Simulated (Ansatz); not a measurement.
BeCo (CsCl type, Pm-3m) under volume change, the program Ansatz at the r²SCAN level (PAW), scaled uniformly.

```
V (Å³/atom)  E − E(relaxed) (meV/atom)  P (GPa)
-----------  -------------------------  -------
7.748                             53.2    24.14
8.004                             22.3    14.79
8.259                              5.3     6.81
8.515                              0.0    -0.01
8.770                              4.8    -5.81
9.026                             18.0   -10.62
9.281                             37.9   -14.36
```

Question: What does a third-order Birch–Murnaghan fit give for V₀, B₀ and B′?

Answer: V₀ = 8.51 Å³/atom, B₀ = 206 GPa, B′ = 4.7.

The workflow started from an entry of the Crystallography Open Database (COD). Its standing as an ambient phase is unchecked. The cell was relaxed with r²SCAN under the symmetry of its start; its stability against distortions is not shown here. The final state is ferromagnetic, chosen from 3 collinear starts compared on coarse meshes (ties went to the first, and starts can fall back to one state), not a proven ground state. Other orbital occupations within this spin state were not tried.

Potentials: the later of the program's two PAW sets.
